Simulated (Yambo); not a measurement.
**How GW settings move the gap: K4CdP2**

G0W0@PBEsol for K₄CdP₂ (space group R-3m, No. 166) in Yambo. Reference settings: 2×2×2 Γ-centred k mesh, bands 5 to 353 and a 7 Ry block in the screening, 353 bands in G with the Bruneval-Gonze terminator, plasmon pole fitted at 27.2 eV. The PBEsol gap F → Γ on this mesh is 0.80 eV; G0W0 gaps are taken between the same points.

```tsv
change from the reference	G0W0 gap F → Γ (eV)	shift of the valence edge (eV)
reference settings	1.73	-0.83
225 bands in W, 225 bands in G	1.70	-0.74
161 bands in W	1.68	-0.69
128 bands in G, no terminator	1.58	-0.43
```

The reference isn't shown to be the converged limit.

Spin-orbit splittings are left out.

Geometry of the Materials Project entry, not relaxed at this level; primitive cell a = 9.6096 Å, b = 9.6096 Å, c = 9.6096 Å, α = 34.41°, β = 34.41°, γ = 34.41°.

The structure is a Materials Project entry; no match was found in the copy of COD used, and its stability was not checked.

A shift is the quasiparticle energy of the state minus its PBEsol energy.
